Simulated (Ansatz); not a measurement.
ZnCdSeS in space group P3m1 (No. 156; Zn on 1b, Cd on 1a, Se on 1b, S on 1a), the program Ansatz at the LDA level (PAW). The conduction-band minimum lies at Γ, with 1 equivalent valley. Second derivatives d²E/dk² of the lowest band at one valley (eV·Å²), along Cartesian directions:

| direction | d²E/dk² |
|---|---|
| [100] | 89.25 |
| [010] | 89.25 |
| [001] | 71.34 |
| [110] | 89.25 |
| [101] | 80.33 |
| [011] | 80.33 |

### Question
Find the principal effective masses, the density-of-states mass and the conductivity mass.

### Answer
Off-diagonal terms follow from H_xy = H[110] − (H_xx + H_yy)/2, and m*/mₑ = 7.620 eV·Å² over each eigenvalue: 0.085, 0.085, 0.11. One valley's DOS mass (m₁m₂m₃)^(1/3) = 0.092, conductivity mass 3/(Σ 1/mᵢ) = 0.091 mₑ.

### Question
What effective density of states Nc follows at 300 K for parabolic valleys?

### Answer
Nc = 2.509e19 × 1 × (0.092)^(3/2) ≈ 7.0e17 cm⁻³.

The workflow started from a Materials Project entry (that database holds measured and hypothetical structures alike); the Crystallography Open Database copy checked does not list it. Its standing as an ambient phase is unchecked. Symmetry was held in the LDA relaxation; of distortions, only those at the zone centre were tested. Spin–orbit coupling is left out wherever it is not named.

Potentials: the later of the program's two PAW sets.

Edges and masses are those of Kohn–Sham bands, whose gap is no quasiparticle gap.
